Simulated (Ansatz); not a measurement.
WSi2 (MoSi2 type, space group I4/mmm)

```
WSi2
1.0
   -1.60128     1.60128     3.90784
    1.60128    -1.60128     3.90784
    1.60128     1.60128    -3.90784
W Si
1 2
Direct
  0.00000   0.00000   0.00000
  0.33453   0.33453   0.00000
  0.66547   0.66547   0.00000
```

The slice is a (100) plane (indices of the conventional cell) through the point (0.000, 0.000, 0.000) (fractional), spanned by u = [101] and v = [110] in vectors of this cell: u (3.20 Å) and v (7.82 Å, at 90° to u). It covers one period; positions are fractions (u, v).

All values below come from PBEsol (plane waves to 420 eV, PAW, scalar-relativistic; Ansatz, a program for electronic structure). k mesh 20×20×20. Inside the PAW spheres the values are not all-electron values, and peaks at nuclei hang on which shells count as valence. Spin-orbit coupling is left out, though W is heavy. WSi2 is run without spin polarisation. WSi2 was relaxed with its symmetry unable to fall.

Q: What is the ELF at the midpoint of the shortest Si–Si line in this plane (2.59 Å)?

A: 0.43.

Q: What is the valence density on the shortest Si–Si line in this plane (2.59 Å), at its midpoint?

A: 0.33 e/Å³.

Q: Sketch the valence electron density on this plane as a map.

A: 
| v \ u | 0.00 | 0.15 | 0.31 | 0.46 | 0.62 | 0.77 | 0.92 |
|---|---|---|---|---|---|---|---|
| 0.88 | -0.1 | -0.3 | -0.5 | -0.6 | -0.6 | -0.4 | -0.2 |
| 0.75 | -0.4 | -0.4 | -0.6 | -0.8 | -0.7 | -0.5 | -0.4 |
| 0.62 | -0.9 | -0.5 | -0.4 | -0.6 | -0.6 | -0.4 | -0.7 |
| 0.50 | -0.5 | -0.5 | -0.6 | -0.6 | -0.6 | -0.5 | -0.5 |
| 0.38 | -0.9 | -0.5 | -0.4 | -0.6 | -0.6 | -0.4 | -0.7 |
| 0.25 | -0.4 | -0.4 | -0.6 | -0.8 | -0.7 | -0.5 | -0.4 |
| 0.12 | -0.1 | -0.3 | -0.5 | -0.6 | -0.6 | -0.4 | -0.2 |
| 0.00 | 0.6 | 0.7 | -0.2 | -0.6 | -0.5 | 0.3 | 0.7 |

Values: log₁₀ of the valence density in e/Å³. The scale is logarithmic, as a density can span decades between atoms and voids.
